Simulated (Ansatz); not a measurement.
Consider the following.

ZnNi:
```xyz
2
Lattice="2.6877 0.0000 0.0000 0.0000 2.6877 0.0000 0.0000 0.0000 3.2011" Properties=species:S:1:pos:R:3 pbc="T T T"
Zn     1.3438     1.3438     1.6006
Ni     0.0000     0.0000     0.0000
```

This is the r²SCAN-relaxed structure.

**Question.** All from DFT-r²SCAN in the program Ansatz with PAW potentials, unless another level is named. Predict the density of states at the Fermi level.

**Answer.** 0.27 states/eV per atom (mean over ±0.08 eV).

**Question.** Predict the formation energy from the elements (no fitted shifts).

**Answer.** -0.25 eV/atom.

Space group P4/mmm (L1₀ or tetragonal B2). The workflow started from a Materials Project entry (that database holds measured and hypothetical structures alike); the Crystallography Open Database files this formula in space group No. 123, but the cells were not matched. Its standing as an ambient phase is unchecked. The cell was relaxed with r²SCAN under the symmetry of its start; whether a distortion lowers the energy is not shown. The run is not spin-polarised. The references are the lowest solids computed at this level, not always the standard phases.

Potentials: the later of the program's two PAW sets.
